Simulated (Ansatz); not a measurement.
**Slab of rocksalt TaN (100), 4 layers**

The slab is cut from the rocksalt crystal, which needn't be the stable phase, as relaxed on PAW files (10.77 Å³/atom), with 16 Å of vacuum and a dipole correction:

```yaml
crystal:
  lattice:
    - [3.12339, 0.00000, 0.00000]
    - [0.00000, 3.12339, 0.00000]
    - [0.00000, 0.00000, 22.62570]
  atoms:
    - { symbol: Ta, position: [0.00000, 0.00000, 0.35358] }
    - { symbol: N, position: [0.50000, 0.50000, 0.35358] }
    - { symbol: Ta, position: [0.50000, 0.50000, 0.45119] }
    - { symbol: N, position: [0.00000, 0.00000, 0.45119] }
    - { symbol: Ta, position: [0.00000, 0.00000, 0.54881] }
    - { symbol: N, position: [0.50000, 0.50000, 0.54881] }
    - { symbol: Ta, position: [0.50000, 0.50000, 0.64642] }
    - { symbol: N, position: [0.00000, 0.00000, 0.64642] }
```

All numbers are PBE results (scalar-relativistic) from Ansatz 0.2.0, with a Γ-centred 13×13×1 k mesh, Fermi–Dirac smearing of 0.08 eV, no spin polarisation. Methods: LAPW: all electrons, basis error target 1 meV/atom; PAW: frozen-core files, cutoff 420 eV.

The bulk energy comes from a cell in the slab's orientation on a 13×13×9 mesh. The surface energy is (E(slab) − N·E(bulk))/2A at zero smearing, the mean of both faces; thin slabs carry quantum-size effects.

Spin–orbit coupling is left out, which matters for the heavy atoms.

**Question.** As cut, the LAPW slab lies 1.849 eV above 8 atoms of bulk. What surface energy is that?

**Answer.** Over two faces of 9.76 Å² it is 94.8 meV/Å², and times 16.02 J/m² per eV/Å² that gives γ = 1.518 J/m².

**Question.** What do relaxation and the other method give, and what work function comes out?

**Answer.** 

```tsv
method	γ as cut (J/m²)	γ relaxed (J/m²)	Φ as cut (eV)	Φ relaxed (eV)
LAPW	1.518	0.892	3.67	3.14
PAW	1.526	0.897	3.68	3.14
```

**Question.** How do the spacings between the planes relax (positions relaxed on PAW files)?

**Answer.** From the bottom face up: d12 +0.8 % of 2.209 Å, d23 +2.7 % of 2.209 Å, d34 +0.8 % of 2.209 Å. The outer plane rumples by 0.373 Å.

**Question.** A core hole in the 4f shell of Ta is made on one Ta atom of each kind in every 1×1 cell (PAW hole dataset, neutral cell, valence without spin). What does it cost by layer?

**Answer.** layer 1 24.82 eV, layer 2 24.70 eV. Shifts between layers mean more than the absolute values, and a whole layer of holes screens otherwise than one hole.
